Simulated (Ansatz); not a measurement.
Calculation for CoSi2 (fluorite type): DFT, r2SCAN, PAW with Ansatz's default frozen-core files, scalar-relativistic (Ansatz 0.2.0). This run: cell relaxed at zero pressure.

The start is a guessed cell of a prototype that needn't be stable.

Command: `ansatz run input.yaml --threads 1 --pin off --max-ram 3072MiB --backend cpu --events-out ev --progress --plain --runs-dir out` It took 34 s on 1 thread of Intel(R) Xeon(R) Processor @ 2.50GHz (Skylake/Cascade Lake), on a shared host, peak memory 0.5 GiB.

```yaml
crystal:
  lattice:
    - [0.0, 2.647034466, 2.647034466]
    - [2.647034466, 0.0, 2.647034466]
    - [2.647034466, 2.647034466, 0.0]
  atoms:
    - { symbol: Co, position: [0.0, 0.0, 0.0] }
    - { symbol: Si, position: [0.25, 0.25, 0.25] }
    - { symbol: Si, position: [0.75, 0.75, 0.75] }
kpoints:
  mp_grid: { grid: [11, 11, 11] }
scf:
  occupations: { method: fermi_dirac, width: 0.05 }
hamiltonian:
  xc: r2scan
  pseudopotentials: { kind: paw }
output:
  forces: true
  stress: true
relax:
  f_tol: 0.005
  max_steps: 40
  cell: {}
```

Output:

```
Engine: ansatz 0.2.0
Pseudopotentials: kind: paw
Pseudopotential: Co, paw, valence charge 17, recommended cutoff 500 eV (meta_gga), Co.paw.azcp
Pseudopotential: Si, paw, valence charge 4, recommended cutoff 500 eV (meta_gga), Si.paw.azcp
Functional definition: r2SCAN
  parameter k0 = 0.174
  parameter k1 = 0.065
  parameter a1 = 4.9479
  exchange = r2scan_x(k0 = k0, k1 = k1, a1 = a1)
  correlation = r2scan_c
Crystal: 3 atoms, lattice volume = 37.094 Å³
Basis set: ecut = 500 eV, 941 PW (Γ), exchange–correlation on 120×120×120 points (64 copies of the dense FFT grid, shifted against one another)
Bands: 17, of which v1, the nominal top of the filled ones, is band 13 counted from 1 (12 counted from 0)
Symmetry: 48 space group operations
Space group: Fm-3m (ITA 225), of the structure as read, at distance tolerance 3.3e-5 Å
k-points: 56 of 1331
Non-local potential: Co, projectors of the file, l = 0: 3, l = 1: 2, l = 2: 3, l = 3: 1
Non-local potential: Si, projectors of the file, l = 0: 2, l = 1: 2, l = 2: 2
PAW form: soft (Blöchl's): semilocal exchange-correlation on the pseudo side does not see the compensation charge
PAW frozen core: Co, regenerated for the run's functional (the file was generated under x = pbe(κ = 0.804, μ = 0.2195149727645171), c = pbe(β = 0.06672455060314922))
PAW frozen core: Si, regenerated for the run's functional (the file was generated under x = pbe(κ = 0.804, μ = 0.2195149727645171), c = pbe(β = 0.06672455060314922))
PAW one-centre angular grid: Co, 590 points (default); XC on 160 Gauss nodes
PAW one-centre angular grid: Si, 302 points (default); XC on 160 Gauss nodes
Initial density: superposition of atomic densities (neutral atoms: chi_scale 0, normalization atom), corrected by the library's trained network
Initial wavefunctions: pseudopotential atomic-orbital guess
Functional: x = r2scan, c = r2scan; τ floored in thin density (d = 2e-4 eV/Å³)
SCF iter   1: F=—  HF=-6410.814847 eV  |F-HF|=—  |Δ(HF+E_count)|=         —  Δρ=1.59e-2  dr2=7.27e-2  dr2_τ=7.26e-2  ethr=1.77e-3  ⟨swp⟩=6.0  Hψ=5201  notcnv=0
preconditioner: auto → Kerker (q_TF=auto, 2.555 Å⁻¹)  [metal: Δε(μ)=0.051 eV  Ē_g=8.998 eV  σ=0.050 eV  W_gap=0.24  n_scr=14 (ndim 8)  ℏωp=25.1 eV  f_vac=0.003  D(μ)=0.88/eV (n_scr^D=8)]
SCF iter   2: F=—  HF=-6410.902060 eV  |F-HF|=—  |Δ(HF+E_count)|=   8.72e-2  Δρ=1.44e-2  dr2=4.59e-2  dr2_τ=3.01e-4  ethr=2.91e-4  ⟨swp⟩=2.9  Hψ=2200  notcnv=0  defer=15
SCF iter   3: F=—  HF=-6410.896560 eV  |F-HF|=—  |Δ(HF+E_count)|=   5.50e-3  Δρ=6.10e-3  dr2=1.14e-2  dr2_τ=5.35e-5  ethr=1.84e-4  ⟨swp⟩=2.1  Hψ=1438  notcnv=0  defer=15
SCF iter   4: F=—  HF=-6410.896078 eV  |F-HF|=—  |Δ(HF+E_count)|=   4.82e-4  Δρ=1.44e-3  dr2=6.01e-4  dr2_τ=3.66e-5  ethr=4.54e-5  ⟨swp⟩=1.1  Hψ=971  notcnv=0  defer=15
SCF iter   5: F=—  HF=-6410.896071 eV  |F-HF|=—  |Δ(HF+E_count)|=   6.89e-6  Δρ=1.17e-3  dr2=3.26e-4  dr2_τ=2.03e-5  ethr=2.40e-6  ⟨swp⟩=2.6  Hψ=1435  notcnv=0  defer=15
SCF iter   6: F=—  HF=-6410.896045 eV  |F-HF|=—  |Δ(HF+E_count)|=   2.60e-5  Δρ=2.94e-4  dr2=1.65e-5  dr2_τ=8.17e-7  ethr=1.30e-6  ⟨swp⟩=2.4  Hψ=1342  notcnv=0  defer=15
SCF iter   7: F=—  HF=-6410.896039 eV  |F-HF|=—  |Δ(HF+E_count)|=   6.71e-6  Δρ=5.40e-5  dr2=4.71e-7  dr2_τ=7.28e-8  ethr=6.59e-8  ⟨swp⟩=2.1  Hψ=1476  notcnv=0  defer=15
SCF iter   8: F=—  HF=-6410.896039 eV  |F-HF|=—  |Δ(HF+E_count)|=   5.63e-7  Δρ=2.50e-5  dr2=1.55e-7  dr2_τ=7.29e-9  ethr=4.00e-10  ⟨swp⟩=5.0  Hψ=3666  notcnv=0
SCF iter   9: F=-6410.896039 eV  HF=-6410.896039 eV  |F-HF|=4.47e-10  |Δ(HF+E_count)|=   6.03e-9  Δρ=1.76e-6  dr2=5.56e-10  dr2_τ=6.08e-11  ethr=4.00e-10  ⟨swp⟩=4.3  Hψ=3016  notcnv=0
SCF 1 converged in 9 iterations: F = -6410.896039 eV  dr2 = 5.56e-10
  greatest PAW one-centre occupation: 1.002 electrons in one spin orbital (limit 2), on the Co atom at site 0 (counted from 0), in its partial waves of l = 0
relax step   1: F+E_penalty+E_count = -6410.89603909 eV  Δ(F+E_penalty+E_count) = +0.000e0 eV  max|allowed force component| = 5.860e-17 eV/Å  Δτ_max = 0.0000 Å  P = +2.344 GPa  Ω = 37.094 Å³  (9 SCF iters, dr2 threshold 1.00e-7 eV, accepted)
Crystal: 3 atoms, lattice volume = 37.345 Å³
Initial density: handed on by an earlier stage of this run
Initial wavefunctions: those handed on with the density
iter 1 solved again at ethr=5.88e-7 eV; its pass at ethr=3.10e-3 eV (dr2=1.47e-4 eV) is discarded
SCF iter   1: F=—  HF=-6410.897535 eV  |F-HF|=—  |Δ(HF+E_count)|=         —  Δρ=5.51e-4  dr2=1.29e-4  dr2_τ=1.73e-3  ethr=5.88e-7  ⟨swp⟩=2.0  Hψ=5634  notcnv=0
preconditioner: auto → Kerker (q_TF=auto, 2.552 Å⁻¹)  [metal: Δε(μ)=0.063 eV  Ē_g=8.894 eV  σ=0.050 eV  W_gap=0.30  n_scr=14 (ndim 8)  ℏωp=25.1 eV  f_vac=0.000  D(μ)=0.90/eV (n_scr^D=8)]
SCF iter   2: F=—  HF=-6410.898547 eV  |F-HF|=—  |Δ(HF+E_count)|=   1.01e-3  Δρ=4.38e-4  dr2=8.52e-5  dr2_τ=1.17e-6  ethr=5.16e-7  ⟨swp⟩=2.0  Hψ=1642  notcnv=0
SCF iter   3: F=—  HF=-6410.898554 eV  |F-HF|=—  |Δ(HF+E_count)|=   7.48e-6  Δρ=6.04e-4  dr2=8.20e-5  dr2_τ=8.64e-7  ethr=3.41e-7  ⟨swp⟩=2.1  Hψ=1227  notcnv=0
SCF iter   4: F=—  HF=-6410.898546 eV  |F-HF|=—  |Δ(HF+E_count)|=   8.71e-6  Δρ=1.22e-4  dr2=9.96e-6  dr2_τ=3.50e-7  ethr=3.28e-7  ⟨swp⟩=2.2  Hψ=1199  notcnv=0
SCF iter   5: F=—  HF=-6410.898545 eV  |F-HF|=—  |Δ(HF+E_count)|=   4.69e-7  Δρ=1.40e-4  dr2=4.30e-6  dr2_τ=8.38e-8  ethr=3.98e-8  ⟨swp⟩=2.3  Hψ=1239  notcnv=0
SCF iter   6: F=—  HF=-6410.898546 eV  |F-HF|=—  |Δ(HF+E_count)|=   8.40e-7  Δρ=1.53e-4  dr2=5.36e-6  dr2_τ=1.50e-7  ethr=1.72e-8  ⟨swp⟩=1.0  Hψ=952  notcnv=0
SCF iter   7: F=-6410.898545 eV  HF=-6410.898545 eV  |F-HF|=3.23e-8  |Δ(HF+E_count)|=   6.50e-7  Δρ=9.93e-6  dr2=2.63e-8  dr2_τ=8.13e-9  ethr=1.20e-9  ⟨swp⟩=3.9  Hψ=3896  notcnv=0
SCF 2 converged in 7 iterations: F = -6410.898545 eV  dr2 = 2.63e-8
relax step   2: F+E_penalty+E_count = -6410.89854540 eV  Δ(F+E_penalty+E_count) = -2.506e-3 eV  max|allowed force component| = 1.820e-16 eV/Å  Δτ_max = 0.0000 Å  P = +0.969 GPa  Ω = 37.345 Å³  energy of the carried Pulay correction = -7.778e-5 eV  (7 SCF iters, dr2 threshold 3.00e-7 eV, accepted)
Crystal: 3 atoms, lattice volume = 37.524 Å³
iter 1 solved again at ethr=2.93e-7 eV; its pass at ethr=3.10e-3 eV (dr2=7.34e-5 eV) is discarded
SCF iter   1: F=—  HF=-6410.898532 eV  |F-HF|=—  |Δ(HF+E_count)|=         —  Δρ=3.92e-4  dr2=6.53e-5  dr2_τ=8.62e-4  ethr=2.93e-7  ⟨swp⟩=2.0  Hψ=5620  notcnv=0
[... lines left out ...]
SCF iter   1: F=—  HF=-6410.899180 eV  |F-HF|=—  |Δ(HF+E_count)|=         —  Δρ=2.75e-5  dr2=9.89e-8  dr2_τ=1.42e-7  ethr=9.07e-7  ⟨swp⟩=3.0  Hψ=7455  notcnv=0
eigensolver tolerance schedule: the retry pair's looser diagonalisation over-reported the residual by 2292.28 of it (diagonalisation noise at 2.04 of the residual, at the tolerance the schedule requests for it); recorded, not acted on — ethr = c·dr2/N_el stays at c = 1.0e-1
preconditioner: auto → Kerker (q_TF=auto, 2.550 Å⁻¹)  [metal: Δε(μ)=0.059 eV  Ē_g=8.863 eV  σ=0.050 eV  W_gap=0.28  n_scr=14 (ndim 8)  ℏωp=25.0 eV  f_vac=0.000  D(μ)=0.91/eV (n_scr^D=8)]
SCF iter   2: F=—  HF=-6410.899184 eV  |F-HF|=—  |Δ(HF+E_count)|=   3.64e-6  Δρ=3.90e-5  dr2=3.94e-7  dr2_τ=2.20e-8  ethr=3.96e-10  ⟨swp⟩=2.7  Hψ=1798  notcnv=0
SCF iter   3: F=—  HF=-6410.899184 eV  |F-HF|=—  |Δ(HF+E_count)|=   5.08e-9  Δρ=2.47e-5  dr2=1.06e-7  dr2_τ=5.65e-9  ethr=3.96e-10  ⟨swp⟩=2.0  Hψ=1641  notcnv=0
SCF iter   4: F=—  HF=-6410.899184 eV  |F-HF|=—  |Δ(HF+E_count)|=   2.63e-8  Δρ=6.46e-6  dr2=6.18e-9  dr2_τ=4.80e-10  ethr=3.96e-10  ⟨swp⟩=2.3  Hψ=1325  notcnv=0
SCF iter   5: F=—  HF=-6410.899184 eV  |F-HF|=—  |Δ(HF+E_count)|=   3.79e-9  Δρ=2.92e-6  dr2=1.89e-9  dr2_τ=1.10e-10  ethr=2.47e-11  ⟨swp⟩=2.0  Hψ=1637  notcnv=0
SCF iter   6: F=—  HF=-6410.899184 eV  |F-HF|=—  |Δ(HF+E_count)|=  5.09e-11  Δρ=3.43e-7  dr2=3.42e-11  dr2_τ=1.73e-12  ethr=7.55e-12  ⟨swp⟩=2.3  Hψ=1202  notcnv=0
SCF iter   7: F=-6410.899184 eV  HF=-6410.899184 eV  |F-HF|=9.09e-13  |Δ(HF+E_count)|=  1.55e-11  Δρ=7.26e-8  dr2=1.95e-12  dr2_τ=3.42e-13  ethr=1.00e-12  ⟨swp⟩=5.9  Hψ=3980  notcnv=0
SCF 4 converged in 7 iterations: F = -6410.899184 eV  dr2 = 1.95e-12
relax step   4: F+E_penalty+E_count = -6410.89918390 eV  Δ(F+E_penalty+E_count) = -1.455e-4 eV  max|allowed force component| = 1.696e-16 eV/Å  Δτ_max = 0.0000 Å  P = +0.021 GPa  Ω = 37.524 Å³  stress off target by 2.14e-2 GPa  SCF on the basis re-selected at this cell (its energy is not comparable with the rows above)  (7 SCF iters)
basis re-selected at this cell: Δ(F+E_penalty+E_count) = -1.455e-4 eV, ΔP = +0.003 GPa vs the last step (what re-selecting the basis moved, of the pressure what is left beyond the Pulay correction that the steps carried, after the strain that the cell walked since its last selection, with what the two solves' SCF thresholds leave and, on support functions, any second-order correction that the steps lacked; it is no measure of the basis error at this ecutwfc). This SCF's stress stands 2.14e-2 GPa from its target on what of the cell is left free (relax.cell.stress_tol is 5.00e-2 GPa) and its largest allowed force component is 1.70e-16 eV/Å (relax.f_tol is 5.00e-3 eV/Å): within both
SCF converged after 7 iterations
Free energy (F): -6410.899184 eV
Harris-Foulkes:  -6410.899184 eV  (|F-HF|=9.09e-13)
Internal energy: -6410.891600 eV  (E = F + TS)
E sigma→0 (E₀):  -6410.895392 eV
Entropy (-TS):   -0.007584 eV (-2.528 meV/atom)
Fermi energy:    13.172814 eV
--- Per-component energies (eV) ---
  E_band       = -300.580957
  E_kinetic    = 550.520804
  E_local      = -4074.026382  (includes V_loc(G=0)·N_el)
  E_nonlocal   = 501.813728
  E_hartree    = 1778.065485
  E_xc         = -266.028534
  E_vxc        = -338.476439  (∫ρ·V_xc dr)
  E_paw        = -2564.157064  (= ΣΔE_a)
  E_vpaw       = -516.206046  (= ΣTr[D̂ρ^β])
  E_aug_tail   = 0.000043  (compensation charges beyond the density's cutoff)
  E_vtau       = 19.662345  (kinetic-family band-sum trace: ∫τ·v_τ [+ j·A + Jᵃ·Aᵃ] dr)
  E_ewald      = -2336.631610
  E_core_change = -0.448072  (= ΣΔE_core)
  E_smearing   = -0.007584  (= −TS)
  E_closure    = -0.000000  (closes the sum)
  Σ components = -6410.899184   (vs F -6410.899184, Δ=0.00e0)
--- Forces (eV/Å), atoms counted from 1 ---
  atom   1  Co     0.00000000     0.00000000    -0.00000000
  atom   2  Si     0.00000000     0.00000000     0.00000000
  atom   3  Si    -0.00000000    -0.00000000    -0.00000000
  max |Σ_I F_I| component: 7.40e-17 eV/Å
--- Stress (GPa, compression-positive) ---
        0.021374      -0.000000       0.000000
       -0.000000       0.021374      -0.000000
        0.000000      -0.000000       0.021374
  P = ⅓ Tr σ = 0.0214 GPa (0.214 kbar)
--- Relaxed structure (3 steps of the walk, 3 accepted, 1 SCFs on fresh bases) ---
  F+E_penalty+E_count = -6410.89918390 eV   max|allowed force component| = 1.696e-16 eV/Å   (the final SCF, on the basis selected at the relaxed cell)
  cell:  # Å, volume = 37.5236 Å³
    - [4.458450528783642e-35, 2.657203922700718, 2.657203922700718]
    - [2.657203922700718, 2.675070317270185e-34, 2.657203922700718]
    - [2.657203922700718, 2.657203922700718, 2.834300693298172e-34]
  atoms:
    - { symbol: Co, position: [-1.73558200589509e-34, 1.985687709801369e-34, 2.374741026988914e-35] }
    - { symbol: Si, position: [0.25, 0.25, 0.25] }
    - { symbol: Si, position: [0.75, 0.75, 0.75] }
```

Next run (the series' base cell), as changes to the input before:

```diff
   lattice:
-    - [0.0, 2.647034466, 2.647034466]
-    - [2.647034466, 0.0, 2.647034466]
-    - [2.647034466, 2.647034466, 0.0]
+    - [0.0, 2.6572039227, 2.6572039227]
+    - [2.6572039227, 0.0, 2.6572039227]
+    - [2.6572039227, 2.6572039227, 0.0]
   atoms:
   mp_grid: { grid: [11, 11, 11] }
+  band_path:
+    path:
+      - [0.0, 0.0, 0.0]
+      - [0.5, 0.0, 0.5]
+      - [0.625, 0.25, 0.625]
+      - [0.375, 0.375, 0.75]
+      - [0.0, 0.0, 0.0]
+      - [0.5, 0.5, 0.5]
+      - [0.5, 0.25, 0.75]
+      - [0.5, 0.0, 0.5]
+    npoints: 8
 scf:
   stress: true
-relax:
-  f_tol: 0.005
-  max_steps: 40
-  cell: {}
+  eigenvalues: true
+  populations: true
+  dos: { projected: true, de: 0.2, e_range: [-14, 8] }
```

Results part of the output:

```
SCF 1 converged in 9 iterations: F = -6410.899184 eV  dr2 = 1.14e-9
  greatest PAW one-centre occupation: 1.002 electrons in one spin orbital (limit 2), on the Co atom at site 0 (counted from 0), in its partial waves of l = 0
NSCF: frozen V_eff on 57 k-points
SCF converged after 9 iterations
Free energy (F): -6410.899184 eV
Harris-Foulkes:  -6410.899184 eV  (|F-HF|=7.96e-10)
Internal energy: -6410.891600 eV  (E = F + TS)
E sigma→0 (E₀):  -6410.895392 eV
Entropy (-TS):   -0.007584 eV (-2.528 meV/atom)
Fermi energy:    13.172815 eV
--- Per-component energies (eV) ---
  E_band       = -300.580967
  E_kinetic    = 550.520803
  E_local      = -4074.024896  (includes V_loc(G=0)·N_el)
  E_nonlocal   = 501.813223
  E_hartree    = 1778.064211
  E_xc         = -266.028583
  E_vxc        = -338.476511  (∫ρ·V_xc dr)
  E_paw        = -2564.156719  (= ΣΔE_a)
  E_vpaw       = -516.204956  (= ΣTr[D̂ρ^β])
  E_aug_tail   = 0.000043  (compensation charges beyond the density's cutoff)
  E_vtau       = 19.662352  (kinetic-family band-sum trace: ∫τ·v_τ [+ j·A + Jᵃ·Aᵃ] dr)
  E_ewald      = -2336.631610
  E_core_change = -0.448072  (= ΣΔE_core)
  E_smearing   = -0.007584  (= −TS)
  E_closure    = -0.000000  (closes the sum)
  Σ components = -6410.899184   (vs F -6410.899184, Δ=0.00e0)
--- Forces (eV/Å), atoms counted from 1 ---
  atom   1  Co    -0.00000000     0.00000000     0.00000000
  atom   2  Si    -0.00000000     0.00000000     0.00000000
  atom   3  Si    -0.00000000    -0.00000000     0.00000000
  max |Σ_I F_I| component: 3.70e-17 eV/Å
--- Stress (GPa, compression-positive) ---
        0.021417       0.000000      -0.000000
        0.000000       0.021417       0.000000
        0.000000      -0.000000       0.021417
  P = ⅓ Tr σ = 0.0214 GPa (0.214 kbar)
--- Band table (eV; the first three rows and the last of 56) ---
  k-point 0: bands = ["-85.0648", "-46.9323", "-46.9323", "-46.9323", "-0.8186", "8.8029", "8.8029", "8.8029", "11.0727", "11.0727", "14.6646", "16.7412", "16.7412", "16.7412", "16.9222", "16.9222", "16.9222"]
  k-point 1: bands = ["-85.0648", "-46.9326", "-46.9324", "-46.9324", "-0.6837", "8.4958", "8.8511", "8.8511", "11.0334", "11.0334", "14.5266", "15.3899", "15.9553", "15.9553", "17.7332", "17.7332", "18.6386"]
  k-point 2: bands = ["-85.0648", "-46.9332", "-46.9325", "-46.9325", "-0.2821", "7.6669", "8.9808", "8.9808", "10.9547", "10.9547", "13.2042", "15.0963", "15.0963", "15.6699", "17.7860", "17.7860", "18.6993"]
  k-point 55: bands = ["-85.0647", "-46.9346", "-46.9344", "-46.9334", "4.4834", "4.5277", "6.5145", "7.2222", "10.5806", "10.7672", "11.2249", "11.6260", "12.3990", "16.6683", "17.6511", "19.3980", "20.6235"]
--- Löwdin populations: 3 sites ---
  site symbol       q [e]
     0     Co     16.7366
     1     Si      3.9537
     2     Si      3.9537
  spilling = 0.014236 (of n_electrons = 25.000000)
```

Next run (volume at 0.94 of the series' base cell), as changes to the input before:

```diff
   lattice:
-    - [0.0, 2.6572039227, 2.6572039227]
-    - [2.6572039227, 0.0, 2.6572039227]
-    - [2.6572039227, 2.6572039227, 0.0]
+    - [0.0, 2.6029600507, 2.6029600507]
+    - [2.6029600507, 0.0, 2.6029600507]
+    - [2.6029600507, 2.6029600507, 0.0]
   atoms:
   mp_grid: { grid: [11, 11, 11] }
-  band_path:
-    path:
-      - [0.0, 0.0, 0.0]
-      - [0.5, 0.0, 0.5]
-      - [0.625, 0.25, 0.625]
-      - [0.375, 0.375, 0.75]
-      - [0.0, 0.0, 0.0]
-      - [0.5, 0.5, 0.5]
-      - [0.5, 0.25, 0.75]
-      - [0.5, 0.0, 0.5]
-    npoints: 8
 scf:
   populations: true
-  dos: { projected: true, de: 0.2, e_range: [-14, 8] }
```

Command: `ansatz run input.yaml --threads 1 --pin off --max-ram 3072MiB --backend cpu --events-out ev --progress --plain --runs-dir out` It took 13 s on 1 thread of Intel(R) Xeon(R) Processor @ 2.50GHz (Skylake/Cascade Lake), with other jobs on the host, peak memory 0.44 GiB.

Results part of the output:

```
SCF 1 converged in 8 iterations: F = -6410.806023 eV  dr2 = 8.53e-8
  greatest PAW one-centre occupation: 1.002 electrons in one spin orbital (limit 2), on the Co atom at site 0 (counted from 0), in its partial waves of l = 1
SCF converged after 8 iterations
Free energy (F): -6410.806023 eV
Harris-Foulkes:  -6410.806023 eV  (|F-HF|=6.49e-8)
Internal energy: -6410.799490 eV  (E = F + TS)
E sigma→0 (E₀):  -6410.802757 eV
Entropy (-TS):   -0.006533 eV (-2.178 meV/atom)
Fermi energy:    14.220580 eV
--- Per-component energies (eV) ---
  E_band       = -279.011577
  E_kinetic    = 556.134391
  E_local      = -4003.160515  (includes V_loc(G=0)·N_el)
  E_nonlocal   = 502.990987
  E_hartree    = 1752.312066
  E_xc         = -268.118155
  E_vxc        = -341.528667  (∫ρ·V_xc dr)
  E_paw        = -2565.184845  (= ΣΔE_a)
  E_vpaw       = -517.959884  (= ΣTr[D̂ρ^β])
  E_aug_tail   = 0.000035  (compensation charges beyond the density's cutoff)
  E_vtau       = 19.864540  (kinetic-family band-sum trace: ∫τ·v_τ [+ j·A + Jᵃ·Aᵃ] dr)
  E_ewald      = -2385.325383
  E_core_change = -0.448072  (= ΣΔE_core)
  E_smearing   = -0.006533  (= −TS)
  E_closure    = -0.000000  (closes the sum)
  Σ components = -6410.806023   (vs F -6410.806023, Δ=0.00e0)
--- Forces (eV/Å), atoms counted from 1 ---
  atom   1  Co     0.00000000    -0.00000000     0.00000000
  atom   2  Si     0.00000000     0.00000000    -0.00000000
  atom   3  Si    -0.00000000    -0.00000000    -0.00000000
  max |Σ_I F_I| component: 2.78e-17 eV/Å
--- Stress (GPa, compression-positive) ---
       13.999030      -0.000000       0.000000
       -0.000000      13.999030       0.000000
       -0.000000       0.000000      13.999030
  P = ⅓ Tr σ = 13.9990 GPa (139.990 kbar)
--- Band table (eV; the first three rows and the last of 56) ---
  k-point 0: bands = ["-84.1153", "-45.9959", "-45.9959", "-45.9959", "-0.2820", "9.5472", "9.5472", "9.5472", "11.8938", "11.8938", "16.4137", "17.7991", "17.7991", "17.7991", "18.2408", "18.2408", "18.2408"]
  k-point 1: bands = ["-84.1153", "-45.9963", "-45.9960", "-45.9960", "-0.1406", "9.2606", "9.5978", "9.5978", "11.8516", "11.8516", "15.8538", "16.8537", "17.0968", "17.0968", "19.0076", "19.0076", "19.9438"]
  k-point 2: bands = ["-84.1152", "-45.9972", "-45.9961", "-45.9961", "0.2800", "8.4645", "9.7327", "9.7327", "11.7689", "11.7689", "14.2387", "16.2218", "16.2218", "17.2696", "19.0991", "19.0991", "20.0554"]
  k-point 55: bands = ["-84.1152", "-45.9990", "-45.9987", "-45.9974", "5.3084", "5.3303", "7.2127", "7.9562", "11.4260", "11.6095", "12.0896", "12.5194", "13.3802", "17.9854", "18.9914", "20.5676", "21.8901"]
--- Löwdin populations: 3 sites ---
  site symbol       q [e]
     0     Co     16.7647
     1     Si      3.9342
     2     Si      3.9342
  spilling = 0.014676 (of n_electrons = 25.000000)
```

Spin polarisation is left out, though a magnetic state may lie lower. The PAW files were made under PBE.
